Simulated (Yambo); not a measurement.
# Cs2NaYF6: lowest vertical excitons

```
Cs2NaYF6
1.0
    0.00000     4.60070     4.60070
    4.60070     0.00000     4.60070
    4.60070     4.60070     0.00000
F Na Y Cs
6 1 1 2
Direct
  0.76072   0.76072   0.23928
  0.23928   0.23928   0.76072
  0.23928   0.76072   0.76072
  0.76072   0.23928   0.23928
  0.76072   0.23928   0.76072
  0.23928   0.76072   0.23928
  0.50000   0.50000   0.50000
  0.00000   0.00000   0.00000
  0.25000   0.25000   0.25000
  0.75000   0.75000   0.75000
```

The geometry is that of Materials Project entry mp-13925, symmetrised and not relaxed again.

BSE in Yambo on PBEsol (Quantum ESPRESSO, PseudoDojo norm-conserving, 88 Ry, without SOC) bands: 4×4×4 mesh, 18 valence and 12 conduction bands, static screening with 110 bands and a 3 Ry block, scissor 3.38 eV, Tamm-Dancoff; field along x.

| state | energy (eV) | states within 2 meV | relative strength | class | main transitions |
|---|---|---|---|---|---|
| 1 | 8.45 | 1 | < 0.01 | dark | several band pairs |
| 2 | 8.52 | 3 | < 0.01 | dark | several band pairs |
| 3 | 8.57 | 3 | < 0.01 | dark | several band pairs |
| 4 | 8.61 | 3 | < 0.01 | dark | several band pairs |
| 5 | 8.63 | 3 | 1.00 | strong | several band pairs |
| 6 | 8.67 | 1 | < 0.01 | dark | several band pairs |
| 7 | 8.67 | 2 | < 0.01 | dark | several band pairs |
| 8 | 8.70 | 2 | < 0.01 | dark | several band pairs |

These are vertical excitations (zero momentum). The direct quasiparticle gap on this mesh is 10.10 eV; counted from there, state 1 is bound by 1.65 eV. Convergence with the mesh was not shown.

Spin singlets only. Strengths are relative to the strongest of the lowest states of this run; strong means a line over 3 % of the spectrum's maximum, dark under 0.03 %. Absolute energies carry the error of the G0W0 scissor, whose convergence isn't established.
